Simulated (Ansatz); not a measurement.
Computed with Ansatz 0.2.0, DFT PBE, scalar-relativistic, plane waves, PAW, and for the lanthanide a 4f-in-core norm-conserving potential. Settings: cutoff 660 eV, Γ-centred meshes spaced at most about 0.3 Å⁻¹, and about 0.25 Å⁻¹ or finer for metals (2π included), Gaussian smearing. No spin polarisation in the final relaxations.

All energies are static (0 K, no zero-point motion).

Compare these two cells of NdAs3Pb2, each relaxed at this level.

A. Space group P6/mmm (No. 191), hexagonal, a = 5.523 Å, c = 6.109 Å. Nd is surrounded by 8 As at 3.05–3.19 Å; As on a site of symmetry -6m2 is surrounded by 2 Pb at 3.05 Å, 3 As at 3.19 Å and 3 Nd at 3.19 Å; around As on a site of symmetry 6/mmm lie 2 Nd at 3.05 Å and 6 Pb at 3.19 Å; around Pb lie 5 As at 3.05–3.19 Å and 3 Pb at 3.19 Å.

B. Space group P6/mmm (No. 191), hexagonal, a = 5.805 Å, c = 9.180 Å. Around Nd lie 6 As at 2.90 Å and 2 Pb at 3.14 Å; around As lie 4 As at 2.90 Å and 2 Nd at 2.90 Å; Pb has 1 Pb at 2.90 Å and 1 Nd at 3.14 Å.

Task: Which is lower in energy, and by how much?

Result: A is lower, by 0.60 eV/atom. A has space group P6/mmm (No. 191), 26.9 Å³/atom and no gap on its mesh; B has space group P6/mmm (No. 191), 44.7 Å³/atom and no gap. Counting As atoms around Nd and Pb (those within 1.25 times the shortest such distance or 1.15 times the sum of covalent radii, 1.27 where that leaves under three; the shortest distance is added where it exceeds 1.18 times the sum of covalent radii), A has Nd 8, Pb 5 and B has Nd 6, Pb 6 from 4.3 Å. The denser one is the lower, and pressure would at first widen the difference. Both come from invented guesses.

Spin–orbit coupling, which can matter for Pb, is left out. Cells relaxed within their symmetry can be saddle points.

The lanthanide is trivalent by construction, without f bands, f moments or other valences.
